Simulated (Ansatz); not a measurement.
**Li interstitial in LaB2Ir3, calculated**

Computed with the plane-wave PAW code Ansatz (scalar-relativistic, PAW set soft_2): PBEsol, no spin polarisation, 420 eV cutoff, k-mesh 4×4×4 shifted by half a step.

The relaxed host crystal (no gap at this level of theory):

```xyz
6
Lattice="5.4868 0.0000 0.0000 -2.7434 4.7517 0.0000 0.0000 0.0000 3.1451" Properties=species:S:1:pos:R:3 pbc="T T T"
La    0.0000    0.0000    0.0000
B     0.0000    3.1678    0.0000
B     2.7434    1.5839    0.0000
Ir    2.7434    0.0000    1.5726
Ir    1.3717    2.3758    1.5726
Ir   -1.3717    2.3758    1.5726
```

Supercell of 18 atoms, rows of the matrix [[0,1,-1],[1,0,-1],[-1,-1,-1]] times the cell vectors; Li interstitial at (0.000, 0.333, 0.000) in fractions of the cell above. Atoms are relaxed at the host's cell, from a start shaken by 0.05 Å near the defect.

Distances from the added Li (Å), by shell of the perfect crystal:

```
shell  perfect crystal    relaxed, charge 0
 2 Ir             1.82  2.17 (2.13 to 2.21)
 1 La             1.83                 2.20
  2 B             1.83                 2.12
 4 Ir             2.89  2.73 (2.66 to 2.79)
```

```tsv
charge	gap of the cell on the mesh (eV)
0	0.00
```

No formation energy is given, since most atoms moved, so the host may distort by itself.

Relaxed cell at charge 0:

```
LaB2Ir3 Li_i charge 0
1.0
    -2.7434    4.7517   -3.1451
     5.4868    0.0000   -3.1451
    -2.7434   -4.7517   -3.1451
La B Ir Li
3 6 9 1
Direct
  0.9601 0.0518 0.0510
  0.6683 0.6761 0.6748
  0.3504 0.3246 0.3233
  0.9998 0.6722 0.3243
  0.6511 0.3559 0.0041
  0.3556 0.9869 0.6356
  0.6507 0.0050 0.3552
  0.3551 0.6377 0.9851
  0.0001 0.3255 0.6710
  0.3181 0.8174 0.3018
  0.0062 0.5168 0.9953
  0.6790 0.1807 0.6821
  0.6786 0.6829 0.1793
  0.3185 0.3033 0.8164
  0.0064 0.9966 0.5157
  0.8330 0.3463 0.3452
  0.5235 0.0121 0.0111
  0.1671 0.6237 0.6225
  0.1845 0.8821 0.8799
```

Caveats: most atoms moved far, the host may distort by itself; small supercell, so energies and levels can be off by tenths of an eV; one random start near the defect, so other minima are possible.
